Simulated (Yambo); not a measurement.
G0W0@PBEsol for CsScW₂O₈ (space group P-3m1, No. 164) in Yambo. Reference settings: 3×3×1 Γ-centred k mesh, bands 4 to 360 and a 7 Ry block in the screening, 360 bands in G with the Bruneval-Gonze terminator, plasmon pole fitted at 27.2 eV. The PBEsol gap (0, 0.333, 0) → Γ on this mesh is 3.90 eV; G0W0 gaps are taken between the same points.

With and without the terminator, as bands are cut:

```json
[
 {"bands in G (in W)": "140 (360)", "gap, terminator (eV)": "6.622", "gap, none (eV)": "6.807", "valence shift, terminator (eV)": "-0.865", "valence shift, none (eV)": "-0.283"},
 {"bands in G (in W)": "235 (360)", "gap, terminator (eV)": "6.609", "gap, none (eV)": "6.734", "valence shift, terminator (eV)": "-0.893", "valence shift, none (eV)": "-0.556"},
 {"bands in G (in W)": "360 (360)", "gap, terminator (eV)": "6.603", "gap, none (eV)": "6.680", "valence shift, terminator (eV)": "-0.901", "valence shift, none (eV)": "-0.708"}
]
```

Over this range the gap spans 0.019 eV with the terminator and 0.127 eV without, the valence shift 0.036 eV and 0.425 eV. Neither column has reached its limit for certain.

Spin-orbit coupling is not included.

Geometry of the Materials Project entry, not relaxed at this level; primitive cell a = 5.927 Å, b = 5.927 Å, c = 8.106 Å, α = 90.00°, β = 90.00°, γ = 120.00°.

The structure is a Materials Project entry; no match was found in the copy of COD used, and its stability was not checked.

A shift is the quasiparticle energy of the state minus its PBEsol energy.
